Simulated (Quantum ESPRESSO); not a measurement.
# Hf6InPd: one run as intended and one with a planted mistake

Simulated, not a measurement. The program is pw.x of Quantum ESPRESSO 7.5 (plane-wave density functional theory). The cell is made up: eight metal atoms on a face-centred cubic lattice, with elements, volume, strain and displacements drawn at random and not relaxed, so it may be unstable or far from any real phase. PseudoDojo standard norm-conserving files set the functional (PBE unless stated); there is no spin polarisation or spin-orbit coupling, the Fermi-Dirac width of 0.25 eV means electrons at about 2900 K, and the masses in the input are unused placeholders. Heavy elements are run without spin-orbit coupling, which real alloys of them have. A spin test at this wide smearing found no moment, but such smearing suppresses magnetism that the real alloy may have.

Intended input:

```
&control calculation='scf', pseudo_dir='./dojo.nc.sr.pbe.v0_5.standard.upf', outdir='./o', disk_io='minimal', tprnfor=.true., tstress=.true. /
&system ibrav=0, nat=8, ntyp=3, nbnd=69, ecutwfc=82.02448710, nosym=.true., tot_charge=0,
 occupations='smearing', smearing='fd', degauss=0.0183746611
/
&electrons conv_thr=1.470e-08, electron_maxstep=70, mixing_beta=0.5 /
ATOMIC_SPECIES
Hf 1.0 Hf.upf
In 1.0 In.upf
Pd 1.0 Pd.upf
CELL_PARAMETERS angstrom
0.0144 -2.2071 -2.224
0.0417 4.3714 -4.4051
8.7164 0.013 -0.0705
ATOMIC_POSITIONS angstrom
Hf 0.0415 -0.0139 -0.0092
Hf 4.3596 0.0148 -0.0183
In 0.0291 2.1392 -2.1729
Hf 4.3925 2.1773 -2.2199
Hf 2.219 -0.0367 -2.2346
Pd 6.5476 -0.0309 -2.2956
Hf 2.1818 2.2339 -4.429
Hf 6.5861 2.181 -4.5371
K_POINTS automatic
7 4 3 1 1 1
```

The log is shortened where brackets say so; the opening notice, blank lines, dates and the lines on written files are dropped, and the path of the files is cut. It prints rydbergs, bohrs and kilobars, and counts compression as positive stress. Its total energy is the free energy E - TS of the whole cell.

Log of the intended run:

```
     Program PWSCF v.7.5
     Parallel version (MPI & OpenMP), running on       4 processor cores
     Number of MPI processes:                 4
     Threads/MPI process:                     1
     [start-up lines left out]
     bravais-lattice index     =            0
     lattice parameter (alat)  =       5.9211  a.u.
     unit-cell volume          =    1143.6716 (a.u.)^3
     number of atoms/cell      =            8
     number of atomic types    =            3
     number of electrons       =       103.00
     number of Kohn-Sham states=           69
     kinetic-energy cutoff     =      82.0245  Ry
     charge density cutoff     =     328.0979  Ry
     scf convergence threshold =      1.5E-08
     mixing beta               =       0.5000
     number of iterations used =            8  plain     mixing
     Exchange-correlation= PBE
                           (   1   4   3   4   0   0   0)
     [axes and pseudopotential details left out]
   Cartesian axes
     site n.     atom                  positions (alat units)
         1        Hf     tau(   1) = (   0.0132448  -0.0044362  -0.0029362  )
         2        Hf     tau(   2) = (   1.3913691   0.0047234  -0.0058405  )
         3        In     tau(   3) = (   0.0092873   0.6827270  -0.6934824  )
         4        Hf     tau(   4) = (   1.4018691   0.6948867  -0.7084825  )
         5        Hf     tau(   5) = (   0.7081952  -0.0117128  -0.7131740  )
         6        Pd     tau(   6) = (   2.0896706  -0.0098618  -0.7326422  )
         7        Hf     tau(   7) = (   0.6963228   0.7129506  -1.4135181  )
         8        Hf     tau(   8) = (   2.1019579   0.6960675  -1.4480183  )
     number of k points=    42  Fermi-Dirac smearing, width (Ry)=  0.0184
                       cart. coord. in units 2pi/alat
        k(    1) = (   0.0591585  -0.0059950  -0.0943008), wk =   0.0476190
        k(    2) = (  -0.1805066  -0.0056338  -0.0962110), wk =   0.0476190
     [further k points left out]
     Dense  grid:   114717 G-vectors     FFT dimensions: (  36,  72,  96)
     Estimated max dynamical RAM per process >     374.97 MB
     Estimated total dynamical RAM >       1.38 GB
     Initial potential from superposition of free atoms
     starting charge     102.9848, renormalised to     103.0000
     Starting wfcs are   78 randomized atomic wfcs
     total cpu time spent up to now is        6.5 secs
     per-process dynamical memory:   292.8 Mb
     Self-consistent Calculation
     iteration #  1     ecut=    82.02 Ry     beta= 0.50
     Davidson diagonalization with overlap
     ethr =  1.00E-02,  avg # of iterations =  2.6
     total cpu time spent up to now is       19.7 secs
     total energy              =   -1065.52375385 Ry
     estimated scf accuracy    <      22.50585052 Ry
     iteration #  2     ecut=    82.02 Ry     beta= 0.50
     Davidson diagonalization with overlap
     ethr =  1.00E-02,  avg # of iterations =  5.3
     total cpu time spent up to now is       39.8 secs
     total energy              =   -1070.13380724 Ry
     estimated scf accuracy    <     165.11521724 Ry
     [iterations 3 to 20 left out]
     iteration # 21     ecut=    82.02 Ry     beta= 0.50
     Davidson diagonalization with overlap
     ethr =  9.40E-11,  avg # of iterations =  3.2
     total cpu time spent up to now is      301.2 secs
     total energy              =   -1080.96500515 Ry
     estimated scf accuracy    <       0.00000008 Ry
     iteration # 22     ecut=    82.02 Ry     beta= 0.50
     Davidson diagonalization with overlap
     ethr =  7.35E-11,  avg # of iterations =  2.0
     total cpu time spent up to now is      313.7 secs
     End of self-consistent calculation
     [lines on levels left out]
!    total energy              =   -1080.96500516 Ry
     estimated scf accuracy    <          6.1E-09 Ry
     smearing contrib. (-TS)   =      -0.12882609 Ry
     internal energy E=F+TS    =   -1080.83617907 Ry
     The total energy is F=E-TS. E is the sum of the following terms:
     one-electron contribution =    -276.36050615 Ry
     hartree contribution      =     185.19006303 Ry
     xc contribution           =    -253.60396151 Ry
     ewald contribution        =    -736.06177444 Ry
     convergence has been achieved in  22 iterations
     Forces acting on atoms (cartesian axes, Ry/au):
     atom    1 type  1   force =    -0.04877105    0.01285843   -0.01006881
     atom    2 type  1   force =     0.01296776    0.00227653   -0.00763293
     atom    3 type  2   force =    -0.02932485    0.00201865   -0.00395937
     atom    4 type  1   force =     0.02349525    0.00136169   -0.00561205
     atom    5 type  1   force =     0.00298356   -0.00013985    0.00221602
     atom    6 type  3   force =    -0.00127729   -0.00133389    0.00371045
     atom    7 type  1   force =     0.02278107   -0.01192586    0.00190053
     atom    8 type  1   force =     0.01714555   -0.00511570    0.01944616
     Total force =     0.075737     Total SCF correction =     0.000390
     Computing stress (Cartesian axis) and pressure
          total   stress  (Ry/bohr**3)                   (kbar)     P=       22.66
   0.00006954  -0.00000665   0.00006091           10.23       -0.98        8.96
  -0.00000665   0.00020491  -0.00000559           -0.98       30.14       -0.82
   0.00006091  -0.00000559   0.00018764            8.96       -0.82       27.60
     init_run     :      6.02s CPU      6.28s WALL (       1 calls)
     electrons    :    300.74s CPU    307.22s WALL (       1 calls)
     forces       :      3.11s CPU      3.14s WALL (       1 calls)
     stress       :     10.23s CPU     10.44s WALL (       1 calls)
     [timing details left out]
     PWSCF        :   5m20.36s CPU   5m27.45s WALL
     JOB DONE.
```

A second run has one planted mistake: one atom is of a wrong element. The input lines that differ:

```
- &system ibrav=0, nat=8, ntyp=3, nbnd=69, ecutwfc=82.02448710, nosym=.true., tot_charge=0,
+ &system ibrav=0, nat=8, ntyp=4, nbnd=69, ecutwfc=82.02448710, nosym=.true., tot_charge=0,
+ Ta 1.0 Ta.upf
- Hf 2.1818 2.2339 -4.429
+ Ta 2.1818 2.2339 -4.429
```

Its log:

```
     Program PWSCF v.7.5
     Parallel version (MPI & OpenMP), running on       4 processor cores
     Number of MPI processes:                 4
     Threads/MPI process:                     1
     [start-up lines left out]
     bravais-lattice index     =            0
     lattice parameter (alat)  =       5.9211  a.u.
     unit-cell volume          =    1143.6716 (a.u.)^3
     number of atoms/cell      =            8
     number of atomic types    =            4
     number of electrons       =       104.00
     number of Kohn-Sham states=           69
     kinetic-energy cutoff     =      82.0245  Ry
     charge density cutoff     =     328.0979  Ry
     scf convergence threshold =      1.5E-08
     mixing beta               =       0.5000
     number of iterations used =            8  plain     mixing
     Exchange-correlation= PBE
                           (   1   4   3   4   0   0   0)
     [axes and pseudopotential details left out]
   Cartesian axes
     site n.     atom                  positions (alat units)
         1        Hf     tau(   1) = (   0.0132448  -0.0044362  -0.0029362  )
         2        Hf     tau(   2) = (   1.3913691   0.0047234  -0.0058405  )
         3        In     tau(   3) = (   0.0092873   0.6827270  -0.6934824  )
         4        Hf     tau(   4) = (   1.4018691   0.6948867  -0.7084825  )
         5        Hf     tau(   5) = (   0.7081952  -0.0117128  -0.7131740  )
         6        Pd     tau(   6) = (   2.0896706  -0.0098618  -0.7326422  )
         7        Ta     tau(   7) = (   0.6963228   0.7129506  -1.4135181  )
         8        Hf     tau(   8) = (   2.1019579   0.6960675  -1.4480183  )
     number of k points=    42  Fermi-Dirac smearing, width (Ry)=  0.0184
                       cart. coord. in units 2pi/alat
        k(    1) = (   0.0591585  -0.0059950  -0.0943008), wk =   0.0476190
        k(    2) = (  -0.1805066  -0.0056338  -0.0962110), wk =   0.0476190
     [further k points left out]
     Dense  grid:   114717 G-vectors     FFT dimensions: (  36,  72,  96)
     Estimated max dynamical RAM per process >     381.96 MB
     Estimated total dynamical RAM >       1.41 GB
     Initial potential from superposition of free atoms
     starting charge     103.9858, renormalised to     104.0000
     Starting wfcs are   78 randomized atomic wfcs
     total cpu time spent up to now is        6.6 secs
     per-process dynamical memory:   295.5 Mb
     Self-consistent Calculation
     iteration #  1     ecut=    82.02 Ry     beta= 0.50
     Davidson diagonalization with overlap
     ethr =  1.00E-02,  avg # of iterations =  2.6
     total cpu time spent up to now is       25.9 secs
     total energy              =   -1083.71051177 Ry
     estimated scf accuracy    <      21.31593966 Ry
     iteration #  2     ecut=    82.02 Ry     beta= 0.50
     Davidson diagonalization with overlap
     ethr =  1.00E-02,  avg # of iterations =  5.3
     total cpu time spent up to now is       53.1 secs
     total energy              =   -1086.77056350 Ry
     estimated scf accuracy    <     171.10817115 Ry
     [iterations 3 to 21 left out]
     iteration # 22     ecut=    82.02 Ry     beta= 0.50
     Davidson diagonalization with overlap
     ethr =  3.51E-11,  avg # of iterations =  3.4
     total cpu time spent up to now is      350.4 secs
     total energy              =   -1098.31901292 Ry
     estimated scf accuracy    <       0.00000002 Ry
     iteration # 23     ecut=    82.02 Ry     beta= 0.50
     Davidson diagonalization with overlap
     ethr =  1.61E-11,  avg # of iterations =  1.9
     total cpu time spent up to now is      361.8 secs
     End of self-consistent calculation
     [lines on levels left out]
!    total energy              =   -1098.31901292 Ry
     estimated scf accuracy    <          1.7E-09 Ry
     smearing contrib. (-TS)   =      -0.12978628 Ry
     internal energy E=F+TS    =   -1098.18922665 Ry
     The total energy is F=E-TS. E is the sum of the following terms:
     one-electron contribution =    -279.47169651 Ry
     hartree contribution      =     186.90895807 Ry
     xc contribution           =    -254.48602567 Ry
     ewald contribution        =    -751.14046254 Ry
     convergence has been achieved in  23 iterations
     Forces acting on atoms (cartesian axes, Ry/au):
     atom    1 type  1   force =    -0.02780458    0.00004940    0.00175244
     atom    2 type  1   force =     0.00622514   -0.00340329   -0.00425558
     atom    3 type  2   force =    -0.01867221    0.00670752   -0.00878722
     atom    4 type  1   force =     0.00819878    0.00708743   -0.01253752
     atom    5 type  1   force =    -0.00162249    0.00259027   -0.00041727
     atom    6 type  3   force =    -0.00301292   -0.00168195    0.00419218
     atom    7 type  4   force =     0.01849592   -0.00597455    0.00009964
     atom    8 type  1   force =     0.01819237   -0.00537484    0.01995333
     Total force =     0.052582     Total SCF correction =     0.000223
     Computing stress (Cartesian axis) and pressure
          total   stress  (Ry/bohr**3)                   (kbar)     P=       -8.37
  -0.00012204   0.00002672   0.00001854          -17.95        3.93        2.73
   0.00002672  -0.00001995  -0.00000836            3.93       -2.93       -1.23
   0.00001854  -0.00000836  -0.00002876            2.73       -1.23       -4.23
     init_run     :      6.10s CPU      6.54s WALL (       1 calls)
     electrons    :    346.60s CPU    355.16s WALL (       1 calls)
     forces       :      2.42s CPU      2.45s WALL (       1 calls)
     stress       :      8.35s CPU      8.57s WALL (       1 calls)
     [timing details left out]
     PWSCF        :   6m 3.56s CPU   6m12.89s WALL
     JOB DONE.
```

|  | intended run | run with the mistake |
| --- | --- | --- |
| free energy (eV) | -14707.278 | -14943.391 |
| entropy term -TS, part of it (eV) | -1.753 | -1.766 |
| pressure (GPa) | 2.27 | -0.84 |
| size of the largest force component (eV/Å) | 1.254 | 0.715 |
| largest change of a force component (eV/Å) |  | 0.539 |
| iterations | 22 | 23 |

For scale, a rerun of the intended cell at a higher cutoff and on a denser mesh moved values by no more than 0.005 eV in energy, 0.05 GPa in stress and 0.005 eV/Å in force, and a second program with other atomic files agreed on that cell to 2 % rms in force and 0.5 GPa in pressure. Files of another functional or element have another zero of energy, so the energy change says nothing on stability.